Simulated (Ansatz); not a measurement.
Space group Fm-3m (No. 225). a = 5.893 Å, b = 5.893 Å, c = 5.893 Å, α = 90.00°, β = 90.00°, γ = 90.00°
```tsv
atom	site	symmetry	x	y	z
Sn	4a	m-3m	0.0000	0.0000	0.0000
Se	4b	m-3m	0.5000	0.0000	0.0000
```

Equation of state of this SnSe structure (not necessarily the ground state), with shape and atoms relaxed at each volume where symmetry leaves them free. Level of theory: DFT LDA, scalar-relativistic, plane waves, PAW in Ansatz 0.2.0.

Plane waves to 420 eV, a k mesh through Γ of 8×8×8 on the computed 2-atom cell and Gaussian smearing (0.02 eV); no spin polarisation.

| V (Å³/atom) | E − E(largest V) (meV/atom) | P (GPa) | gap on mesh (eV) |
| --- | --- | --- | --- |
| 24.050 | 3.47 | 4.25 | 0.68 |
| 24.817 | -11.23 | 1.95 | 0.73 |
| 25.585 | -15.74 | -0.01 | 0.78 |
| 26.353 | -11.56 | -1.68 | 0.74 |
| 27.120 | 0.00 | -3.11 | 0.63 |

Fit a third-order Birch–Murnaghan equation to E(V).

V0 = 25.58 Å³/atom, B0 = 60 GPa, B0' = 4.4.

This rock-salt form isn't the usual stable structure of the compound.